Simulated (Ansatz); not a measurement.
BeTe:
```
CELL_PARAMETERS angstrom
      0.00000     2.82843     2.82843
      2.82843     0.00000     2.82843
      2.82843     2.82843     0.00000
ATOMIC_POSITIONS crystal
  Be 0.00000 0.00000 0.00000
  Te 0.25000 0.25000 0.25000
```

DFT-r²SCAN in the program Ansatz with PAW potentials gives a gap of 2.38 eV without spin–orbit coupling, maximum at Γ, minimum at X.

Question: What happens when spin–orbit coupling is switched on?

Answer: The gap decreases by 0.29 eV, to 2.09 eV; maximum at Γ, minimum at X.

Question: How large is the spin–orbit splitting of the valence top at Γ?

Answer: The fourfold level lies 0.93 eV above the split-off pair.

Question: Give the electron effective mass with spin–orbit coupling.

Answer: 0.25, 0.25, 2.1 mₑ (principal values).

Question: Give the hole effective mass with spin–orbit coupling, band 1 of 2 at the edge.

Answer: 0.32 along [100], 0.61 along [110], 0.76 along [111] (mₑ).

Question: Give the hole effective mass with spin–orbit coupling, band 2 of 2 at the edge.

Answer: 0.22 along [100], 0.17 along [110], 0.16 along [111] (mₑ).

Space group F-43m (zinc blende). Symmetry was held in the r²SCAN relaxation.

Potentials: the earlier of the program's two PAW sets. The files were generated under PBE; for other functionals the program regenerates the frozen cores, and for LDA and PBEsol the local potential too.
